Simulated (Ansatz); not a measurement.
**Property card for Se**

Se:
```
CELL_PARAMETERS angstrom
      4.50578     0.00000     0.00000
     -2.25289     3.90212     0.00000
      0.00000     0.00000     4.99121
ATOMIC_POSITIONS crystal
  Se 0.21710 0.00000 0.16667
  Se 0.00000 0.21710 0.83333
  Se 0.78290 0.78290 0.50000
```

Space group P3_221 (No. 154); conventional cell a = b = 4.5058 Å, c = 4.9912 Å, α = β = 90.00°, γ = 120.00°.

Method: plane-wave PAW r²SCAN (Ansatz code). The cell and atoms are relaxed at this level. Other levels are named where they apply.

### Cell and energy

```json
{
 "volume_per_atom": "29.25 Å³",
 "density": "4.48 g/cm³"
}
```

### Electronic structure

```json
{
 "band_gap": "1.33 eV (indirect)",
 "valence_band_maximum": "at L",
 "conduction_band_minimum": "at H (2 equivalent valleys)",
 "smallest_direct_gap_on_the_standard_path": "1.54 eV"
}
```

### Mechanics

```json
{
 "Bulk modulus (Birch–Murnaghan fit)": "8.7 GPa",
 "Pressure derivative B′": "8.6",
 "Elastic constants (relaxed ions, GPa)": "C11 = 12.9, C12 = 5.1, C13 = 13.3, C14 = -4.8, C33 = 80.0, C44 = 13.7",
 "mechanical_stability": "stable (all eigenvalues of C positive)",
 "Piezoelectric stress constants (proper, relaxed ions, C/m²)": "e11 = -0.36, e12 = e26 = 0.36"
}
```

The workflow started from an entry of the Crystallography Open Database (COD), which files this formula under 4 space groups. It is not the phase usual at ambient conditions (space group No. 152). Symmetry was held in the r²SCAN relaxation; whether a distortion lowers the energy is not shown. A crystal of weakly bound chains computed without a dispersion correction: the cell and the soft elastic constants depend strongly on that. Spin–orbit coupling is left out wherever it is not named.

Potentials: the later of the program's two PAW sets.
